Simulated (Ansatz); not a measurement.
GeW (CsCl type, Pm-3m) under volume change, DFT-r²SCAN in the program Ansatz with PAW potentials, scaled uniformly.

```csv
V (Å³/atom),E − E(relaxed) (meV/atom),P (GPa)
13.725,100.5,25.64
14.178,42.4,15.76
14.630,10.1,7.33
15.082,0.0,0.00
15.535,9.1,-6.24
15.987,34.4,-11.53
16.440,73.4,-16.01
```

Problem. What does a third-order Birch–Murnaghan fit give for V₀, B₀ and B′?

Solution. V₀ = 15.08 Å³/atom, B₀ = 223 GPa, B′ = 4.2.

The cell is a constructed one: a structure type filled with these elements; neither database checked (COD, Materials Project) lists it. Whether it is the stable phase at ambient conditions was not checked. The r²SCAN relaxation kept the symmetry of its start; whether a distortion lowers the energy is not shown. The run is not spin-polarised. Spin–orbit coupling is left out wherever it is not named.

Potentials: the later of the program's two PAW sets.
